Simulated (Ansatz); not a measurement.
Be (bcc (W type), Im-3m) at seven volumes, plane-wave PAW PBEsol (Ansatz code), scaled uniformly. One row is withheld.

| V (Å³/atom) | P (GPa) |
|---|---|
| 7.047 | 13.84 |
| 7.279 | ? |
| 7.512 | 4.04 |
| 7.744 | 0.02 |
| 7.976 | -3.50 |
| 8.209 | -6.60 |
| 8.441 | -9.33 |

Fit the shown pressures and predict the withheld one.

P = (3/2)B₀(x^(7/2) − x^(5/2))[1 + (3/4)(B′ − 4)(x − 1)] with x = (V₀/V)^(2/3). Least squares on the six rows gives V₀ = 7.746 Å³/atom, B₀ = 125 GPa, B′ = 3.33. At V = 7.279, x = 1.0423 and P = 8.62 GPa. The run itself gave 8.61 GPa.

The workflow started from a Materials Project entry (that database holds measured and hypothetical structures alike); the Crystallography Open Database copy checked does not list it. It is not the phase usual at ambient conditions (space group No. 194). Symmetry was held in the PBEsol relaxation; whether a distortion lowers the energy is not shown.

Potentials: the later of the program's two PAW sets.
